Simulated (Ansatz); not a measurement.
Input file for Ansatz (a first-principles code):

Ansatz 0.2 input:
```yaml
crystal:
  lattice:
    - [3.9278075073, 0.0, 0.0]
    - [0.0, 3.9278075073, 0.0]
    - [0.0, 0.0, 5.6534482536]
  atoms:
    - { symbol: Zn, position: [0.0, 0.0, 0.5] }
    - { symbol: Cd, position: [0.5, 0.5, 0.0] }
    - { symbol: S, position: [0.5, 0.0, 0.2753613539] }
    - { symbol: S, position: [0.0, 0.5, 0.7246386461] }
kpoints:
  mp_grid: { grid: [5, 5, 4] }
hamiltonian:
  xc: hse06
  pseudopotentials: { kind: paw }
scf:
  n_extra_bands: 6
  occupations: { method: fixed }
output:
  eigenvalues: true
  eigenstates:
    e_range: [-9.0, 10.1]
    kpoints:
      - [0.0, 0.0, 0.0]  # VBM
      - [0.0, 0.0, 0.0]  # CBM
      - [0.0, 0.0, 0.0]  # GAMMA
      - [0.0, 0.0, 0.5]  # Z
      - [0.5, 0.5, 0.0]  # M
      - [0.5, 0.5, 0.5]  # A
      - [0.0, 0.5, 0.5]  # R
      - [0.0, 0.5, 0.0]  # X
```

Output (shortened):

```
Pseudopotential: Zn, paw, valence charge 12
Pseudopotential: Cd, paw, valence charge 20
Pseudopotential: S, paw, valence charge 6
Functional definition: HSE06
davidson cushion auto → on  (no smearing: the cushion is to keep the highest requested band from converging to the state above it …
Crystal: 4 atoms, lattice volume = 87.220 Å³
Basis set: ecut = 420 eV, 1715 PW (Γ)
Bands: 28, of which v1, the nominal top of the filled ones, is band 22 counted from 1 (21 counted from 0)
Symmetry: 8 space group operations
Space group: P-4m2 (ITA 115), of the structure as read, at distance tolerance 4.4e-5 Å
k-points: 18 of 100 (time reversal used)
SCF iter   1: F=—  HF=-13380.439657 eV  |F-HF|=—  |Δ(HF+E_count)|=         —  Δρ=1.41e-3  dr2=1.54e-3  ethr=1.77e-3  ⟨swp⟩=9.4  Hψ=2591  notcnv=0
preconditioner: auto → none
SCF iter   2: F=—  HF=-13380.440527 eV  |F-HF|=—  |Δ(HF+E_count)|=   8.70e-4  Δρ=9.47e-4  dr2=5.87e-4  ethr=3.50e-6  ⟨swp⟩=4.4  Hψ=1910  notcnv=0
iter 3 solved again at ethr=3.83e-8 eV; its pass at ethr=1.33e-6 eV (dr2=1.69e-5 eV) is discarded
SCF iter   3: F=-13380.440378 eV  HF=-13380.440323 eV  |F-HF|=5.47e-5  |Δ(HF+E_count)|=   2.04e-4  Δρ=1.74e-4  dr2=1.69e-5  ethr=3.83e-8  ⟨swp⟩=2.9  Hψ=2605  notcnv=0
SCF 1 stopped early in 3 iterations: F = -13380.440378 eV  dr2 = 1.69e-5
Crystal: 4 atoms, lattice volume = 87.220 Å³
Exchange kernel: α = 0.2500, screened, ω = 0.2079 Å⁻¹, Wigner–Seitz truncation, v(0) = 1045.5165 eV·Å³, q-mesh 5×5×4, nearest image of the exchange supercell L …
Frozen-core exchange: fock
SCF iter   1: F=—  HF=-13385.527214 eV  |F-HF|=—  |Δ(HF+E_count)|=         —  Δρ=1.56e-2  dr2=1.17e-1  ethr=3.83e-7  ⟨swp⟩=7.7  Hψ=3099  notcnv=0
preconditioner: auto → none
SCF iter   2: F=—  HF=-13385.495485 eV  |F-HF|=—  |Δ(HF+E_count)|=   3.17e-2  Δρ=2.97e-3  dr2=9.82e-3  ethr=3.83e-7  ⟨swp⟩=5.6  Hψ=2393  notcnv=0
SCF iter   3: F=—  HF=-13385.504498 eV  |F-HF|=—  |Δ(HF+E_count)|=   9.01e-3  Δρ=3.54e-3  dr2=5.65e-3  ethr=3.83e-7  ⟨swp⟩=5.0  Hψ=2134  notcnv=0
SCF iter   4: F=—  HF=-13385.503791 eV  |F-HF|=—  |Δ(HF+E_count)|=   7.08e-4  Δρ=1.46e-3  dr2=8.82e-4  ethr=3.83e-7  ⟨swp⟩=4.0  Hψ=1661  notcnv=0
SCF iter   5: F=—  HF=-13385.505045 eV  |F-HF|=—  |Δ(HF+E_count)|=   1.25e-3  Δρ=7.78e-4  dr2=2.88e-4  ethr=3.83e-7  ⟨swp⟩=4.0  Hψ=1558  notcnv=0
SCF iter   6: F=-13385.504910 eV  HF=-13385.504915 eV  |F-HF|=4.86e-6  |Δ(HF+E_count)|=   1.30e-4  Δρ=6.81e-5  dr2=1.33e-5  ethr=3.83e-7  ⟨swp⟩=4.0  Hψ=1494  notcnv=0
SCF 2 stopped early in 6 iterations: F = -13385.504910 eV  dr2 = 1.33e-5
hybrid outer 1: dexx = +1.844e-2 eV, tail = 8.10e-5 eV
Crystal: 4 atoms, lattice volume = 87.220 Å³
Exchange kernel: α = 0.2500, screened, ω = 0.2079 Å⁻¹, Wigner–Seitz truncation, v(0) = 1045.5165 eV·Å³, q-mesh 5×5×4, nearest image of the exchange supercell L …
Frozen-core exchange: fock
SCF iter   1: F=—  HF=-13385.504301 eV  |F-HF|=—  |Δ(HF+E_count)|=         —  Δρ=8.91e-5  dr2=4.81e-6  ethr=9.20e-7  ⟨swp⟩=3.0  Hψ=1155  notcnv=0
preconditioner: auto → none
iter 2 solved again at ethr=5.67e-10 eV; its pass at ethr=8.57e-9 eV (dr2=2.50e-7 eV) is discarded
SCF iter   2: F=—  HF=-13385.504300 eV  |F-HF|=—  |Δ(HF+E_count)|=   6.06e-7  Δρ=2.52e-5  dr2=4.26e-7  ethr=5.67e-10  ⟨swp⟩=2.0  Hψ=2717  notcnv=0
SCF iter   3: F=—  HF=-13385.504301 eV  |F-HF|=—  |Δ(HF+E_count)|=   1.27e-6  Δρ=1.64e-5  dr2=2.18e-7  ethr=5.67e-10  ⟨swp⟩=4.6  Hψ=1647  notcnv=0
SCF iter   4: F=-13385.504301 eV  HF=-13385.504301 eV  |F-HF|=3.73e-9  |Δ(HF+E_count)|=   6.01e-8  Δρ=3.05e-6  dr2=8.98e-9  ethr=4.68e-10  ⟨swp⟩=3.0  Hψ=1250  notcnv=0
SCF 3 converged in 4 iterations: F = -13385.504301 eV  dr2 = 8.98e-9
hybrid outer 2: dexx = +1.387e-6 eV, tail = 6.22e-8 eV, Δε = 6.22e-3 eV (about 2.18e-4 eV left of the loop's levels)
NSCF: frozen V_eff on 8 k-points
hybrid SCF converged: 2 outer / 10 inner (+3 warm-up), last move |dexx| = 1.39e-6 eV, tail = 6.22e-8 eV
Stability not checked (fock_operator)
Free energy (F): -13385.504301 eV
Frozen-core exchange: fock
Harris-Foulkes:  -13385.504301 eV  (|F-HF|=3.73e-9)
Internal energy: -13385.504301 eV  (E = F + TS)
E sigma→0 (E₀):  -13385.504301 eV
Fermi energy:    6.057556 eV
--- Per-component energies (eV) ---
  E_band       = -588.847978
  E_kinetic    = 851.435285
  E_local      = -6064.128464  (includes V_loc(G=0)·N_el)
  E_nonlocal   = 710.207684
  E_hartree    = 2712.222345
  E_xc         = -405.980682
  E_vxc        = -357.881330  (∫ρ·V_xc dr)
  E_exx        = -152.967746  (= α·E_x^exact, valence–valence)
  E_paw        = -7071.743646  (= ΣΔE_a)
  E_vpaw       = -846.995217  (= ΣTr[D̂ρ^β])
  E_aug_tail   = -0.000347  (compensation charges beyond the density's cutoff)
  E_ewald      = -3964.400696
  E_core_change = -0.148036  (= ΣΔE_core)
  E_smearing   =  0.000000  (= −TS)
  E_closure    =  0.000000  (closes the sum)
  Σ components = -13385.504301   (vs F -13385.504301, Δ=0.00e0)
  [band-id]    e_kinetic+e_local+e_nonlocal+2·e_hartree+e_vxc+2·e_exx+e_vpaw+e_augmentation_tail = -588.853190   (vs E_band -588.847978, Δ=-5.21e-3)
--- Band table (eV; the first three rows and the last of 18) ---
  k-point 0: bands = ["-100.3617", "-60.1036", "-60.1036", "-60.0755", "-8.0295", "-7.0249", "-2.7899", "-2.7899", "-2.6704", "-2.5923", "-2.3965", "-1.7496", "-1.7496", "-1.6248", "-1.4465", "-1.3777", "1.2846", "3.7564", "3.7564", "5.8795", "6.0576", …
  k-point 1: bands = ["-100.3617", "-60.1036", "-60.1036", "-60.0756", "-7.9155", "-7.1507", "-2.7858", "-2.7858", "-2.7433", "-2.5688", "-2.3958", "-1.7694", "-1.7694", "-1.6607", "-1.5099", "-1.4472", "1.9388", "4.0164", "4.0164", "4.8911", "5.6823", …
  k-point 2: bands = ["-100.3617", "-60.1036", "-60.1036", "-60.0755", "-7.7372", "-7.3416", "-2.8072", "-2.7814", "-2.7814", "-2.5574", "-2.3951", "-1.7889", "-1.7889", "-1.7272", "-1.5644", "-1.4480", "3.2828", "3.3784", "4.4800", "4.4800", "5.1121", …
  k-point 17: bands = ["-100.3617", "-60.1040", "-60.1040", "-60.0754", "-7.1180", "-7.0712", "-2.6314", "-2.5850", "-2.5095", "-2.3715", "-2.3581", "-1.6741", "-1.6057", "-1.4953", "-1.3103", "-1.2278", "1.0795", "1.9015", "2.9799", "3.1514", "3.9351", …
```

Cost: very roughly 4 core-minutes on shared cores.

The points marked VBM and CBM come from a semilocal run.

The workflow started from a Materials Project entry (that database holds measured and hypothetical structures alike); the Crystallography Open Database copy checked does not list it. Whether it is the stable phase at ambient conditions was not checked. The cell was relaxed with PBEsol under the symmetry of its start; of distortions, only those at the zone centre were tested. Spin–orbit coupling is left out wherever it is not named.

Potentials: the later of the program's two PAW sets.

Ansatz is a plane-wave DFT program.
